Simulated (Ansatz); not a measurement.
MgO:
Space group P3m1 (No. 156); a = b = 3.2653 Å, c = 15.5095 Å, α = β = 90.00°, γ = 120.00°

```tsv
atom	site	symmetry	x	y	z
Mg	1a	3m.	0.0000	0.0000	0.6481
Mg	1a	3m.	0.0000	0.0000	0.9793
Mg	1c	3m.	0.6667	0.3333	0.8137
Mg	1c	3m.	0.6667	0.3333	0.4819
Mg	1c	3m.	0.6667	0.3333	0.1475
Mg	1b	3m.	0.3333	0.6667	0.3137
O	1a	3m.	0.0000	0.0000	0.8517
O	1a	3m.	0.0000	0.0000	0.5205
O	1c	3m.	0.6667	0.3333	0.0185
O	1c	3m.	0.6667	0.3333	0.6861
O	1c	3m.	0.6667	0.3333	0.3530
O	1b	3m.	0.3333	0.6667	0.1860
```

This is the PBEsol-relaxed structure.

Problem. All from DFT-PBEsol in the program Ansatz with PAW potentials, unless another level is named. Predict the electronic dielectric constant ε∞ (DFPT).

Solution. 3.06 (xx = yy), 3.12 (zz).

Problem. Predict the static dielectric constant ε0 (ions relaxed, cell fixed).

Solution. 5.78 (xx = yy), 6.53 (zz).

Problem. And the Born charges (a third of the trace)?

Solution. Mg +1.82 to +1.83, O -1.83 to -1.82 e.

The first step of the workflow began from a Materials Project structure, measured or hypothetical; the Crystallography Open Database copy checked does not list it. It is not the phase usual at ambient conditions (space group No. 225). Symmetry was held in the PBEsol relaxation; whether a distortion lowers the energy is not shown.

Potentials: the later of the program's two PAW sets.
